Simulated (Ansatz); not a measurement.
Ti (hcp, Mg type)

```xyz
2
Lattice="2.9391 0.0000 0.0000 -1.4696 2.5454 0.0000 0.0000 0.0000 4.6501" Properties=species:S:1:pos:R:3 pbc="T T T"
Ti     0.0000     1.6969     3.4876
Ti     1.4696     0.8485     1.1625
```

A phonon eigenvector at Γ is frozen into this cell: atom i moves by Q times the vector below, so Q is the largest atomic displacement, in Å. The cell is held.

| atom | x | y | z |
|---|---|---|---|
| Ti1 | 0.000 | 0.000 | -1.000 |
| Ti2 | 0.000 | 0.000 | 1.000 |

All values below come from PBE (plane waves to 420 eV, PAW, scalar-relativistic; Ansatz, a program for electronic structure). k mesh 18×18×10 (Γ-centred), Fermi-Dirac smearing 0.05 eV. E stands for the smeared free energy. With partly filled bands, energies and forces of such displacements shift with the k mesh and the smearing. Ti is run without spin polarisation. Ti was relaxed with its symmetry unable to fall. The zero of ΔE is the undisplaced structure. The last digit holds for this mesh only.

| Q (Å) | ΔE (meV/cell) |
|---|---|
| -0.1000 | 80.3 |
| -0.0833 | withheld |
| -0.0667 | 31.7 |
| -0.0500 | 16.6 |
| -0.0333 | 6.9 |
| -0.0167 | 1.6 |
| 0.0000 | 0.0 |
| 0.0167 | 1.6 |
| 0.0333 | 6.9 |
| 0.0500 | 16.6 |
| 0.0667 | 31.7 |
| 0.0833 | withheld |
| 0.1000 | 80.3 |

### Question
Fit an even polynomial form (powers 2, 4, 6) to the given rows and predict ΔE at Q = -0.0833.

### Answer
Least squares on the 11 given rows: ΔE = (5862)·Q² + (338400)·Q⁴ + (-1.216e7)·Q⁶, in meV/cell with Q in Å; root-mean-square residual 0.03 meV/cell. At -0.0833 the fit gives 52.9 meV/cell; the calculation gives 52.6 meV/cell, so the interpolation is off by 0.3 (+0.6 %). The quadratic term alone would give 40.7 meV/cell.

(For displaced atoms, the force is minus the slope of the energy, and its curvature is a force constant, which sets phonon frequencies.)
